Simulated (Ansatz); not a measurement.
Given:

Li (bcc, W type)

```xyz
2
Lattice="-3.4352 3.4352 3.4352 1.7176 -1.7176 1.7176 1.7176 1.7176 -1.7176" Properties=species:S:1:pos:R:3 pbc="T T T"
Li     0.0000     0.0000     0.0000
Li    -1.7176     1.7176     1.7176
```

The atoms are displaced by Q × the pattern below (from a DFPT mode at N = (0.5, 0.0, 0.0), largest move 1; Q in Å), at fixed cell. (q is in reciprocal vectors of the primitive cell; the cell shown is doubled to hold the pattern.)

```json
[
 {"atom": "Li1", "x": "0.000", "y": "0.707", "z": "-0.707"},
 {"atom": "Li2", "x": "0.000", "y": "-0.707", "z": "0.707"}
]
```

All values below come from PBE (plane waves to 420 eV, PAW, scalar-relativistic; Ansatz, an electronic-structure program). k mesh 19×19×19 (Γ-centred), Fermi-Dirac smearing 0.05 eV. Energies are smeared free energies. With partly filled bands, energies and forces of such displacements shift with the k mesh and the smearing. Li was relaxed with its symmetry unable to fall. The zero of ΔE is the undisplaced structure.

The scan covers Q from -0.280 to 0.280 Å in 13 points.

Which space group does the distorted structure have?

Cmcm (No. 63), lowered from Im-3m.

What is the energy change at Q = 0.280 Å?

9.7 meV/cell.

What harmonic wavenumber does the curvature at Q = 0 give?

47 cm⁻¹.

(A displaced cell: forces are minus the slopes of the energy, force constants its curvatures, and phonons follow from these.)
